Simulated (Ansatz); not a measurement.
Values for one crystal, relaxed and computed with the program Ansatz at the r²SCAN level (PAW); other levels are named.

- Volume per atom = 11.14 Å³
- Band gap = 4.42 eV (smallest direct gap 4.43 eV)
- Valence-band maximum = off the standard path, at k = (0.260, -0.219, 0.307)
- Conduction-band minimum = off the standard path, at k = (0.177, -0.292, -0.312)
- Electron effective mass = 1.1, 4.2, 28 mₑ (principal values)
- Bulk modulus (Birch–Murnaghan fit) = 83.1 GPa
- HSE06 gap on the r²SCAN cell = 5.50 eV

Task: Pick the material that matches.
A. LiNbO3, R-3 (Li on 6c, Nb on 6c, O on 18f)
B. In2O3, La2O3 or Ni2Al3 type
C. SnSe2, CdI2 type
D. BaHfO3, cubic perovskite

Result: A, LiNbO3, R-3 (Li on 6c, Nb on 6c, O on 18f)

The workflow started from a Materials Project entry (that database holds measured and hypothetical structures alike); the Crystallography Open Database files this formula in space group No. 148, but the cells were not matched. It is not the phase usual at ambient conditions (space group No. 161). The r²SCAN relaxation kept the symmetry of its start; its stability against distortions is not shown here. The run is not spin-polarised. Scalar-relativistic: spin–orbit coupling is off unless named, which matters more the heavier the elements.

Potentials: the later of the program's two PAW sets.
